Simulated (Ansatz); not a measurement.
## From three elastic constants to directional properties of K3TeBr

Level of theory: Ansatz, DFT PBE, scalar-relativistic, plane waves, PAW. Plane waves to 420 eV; Γ-centred k mesh 6×6×6; fixed occupations. No spin polarisation.

The cell is fixed (symmetry leaves no force on the atoms) and stands under 0.1 GPa:
```cif
data_structure
_symmetry_space_group_name_H-M 'Pm-3m'
_symmetry_Int_Tables_number 221
_cell_length_a 6.0480
_cell_length_b 6.0480
_cell_length_c 6.0480
_cell_angle_alpha 90.000
_cell_angle_beta 90.000
_cell_angle_gamma 90.000
_cell_volume 221.23
loop_
_atom_site_label
_atom_site_type_symbol
_atom_site_symmetry_multiplicity
_atom_site_Wyckoff_symbol
_atom_site_fract_x
_atom_site_fract_y
_atom_site_fract_z
_atom_site_occupancy
Te1 Te 1 a 0.00000 0.00000 0.00000 1
Br1 Br 1 b 0.50000 0.50000 0.50000 1
K1 K 3 c 0.50000 0.50000 0.00000 1
```

The cell is the ideal cubic antiperovskite prototype; whether it is the stable structure of this composition wasn't checked.

With ions relaxed, on the cubic axes: C11 = 35.8, C12 = 1.6, C44 = 2.2 GPa. The density is 2.438 g/cm³. Zone-centre modes weren't checked beside this run.

Question: Is the crystal stable against strain, and how anisotropic is it?

Answer: Born's conditions hold: C11 + 2C12 = 38.9, C11 − C12 = 34.3 and C44 = 2.2 GPa are all positive. B = (C11 + 2C12)/3 = 13.0 GPa. The two shear moduli are C44 and C′ = (C11 − C12)/2 = 17.1 GPa, so Zener's ratio is A = C44/C′ = 0.13: the shear C44 is the soft one, as in NaCl, KCl, the halide perovskites and the bcc metals V, Nb, Cr and Mo. The Cauchy pressure C12 − C44 is -0.7 GPa; it would vanish for pair forces between atoms on inversion centres at zero pressure, and a negative value is usual with directional bonding, though many-body forces give one in some ionic oxides too.

Question: Give the sound speeds along the three symmetry directions.

Answer: The Christoffel equation gives ρv² for each branch:
```tsv
direction	branch	ρv²	GPa	v (m/s)
[100]	L	C11	35.8	3834
[100]	T (×2)	C44	2.2	956
[110]	L	(C11 + C12 + 2C44)/2	20.9	2930
[110]	T, u ∥ [001]	C44	2.2	956
[110]	T, u ∥ [1-10]	(C11 − C12)/2	17.1	2652
[111]	L	(C11 + 2C12 + 4C44)/3	16.0	2558
[111]	T (×2)	(C11 − C12 + C44)/3	12.2	2235
```

Question: How does Young's modulus depend on direction?

Answer: Inverting gives S11 = 28.002, S12 = -1.161, S44 = 448.430 TPa⁻¹. Along a unit vector (l, m, n), 1/E = S11 − 2(S11 − S12 − S44/2)(l²m² + m²n² + n²l²), where the last bracket is 0, 1/4 and 1/3 for [100], [110] and [111]: E = 36, 8 and 6 GPa. With A < 1 the cube edge is stiffest. For a film on (001), the biaxial modulus is C11 + C12 − 2C12²/C11 = 37 GPa and the normal strain is −2C12/C11 = -0.09 times the in-plane one.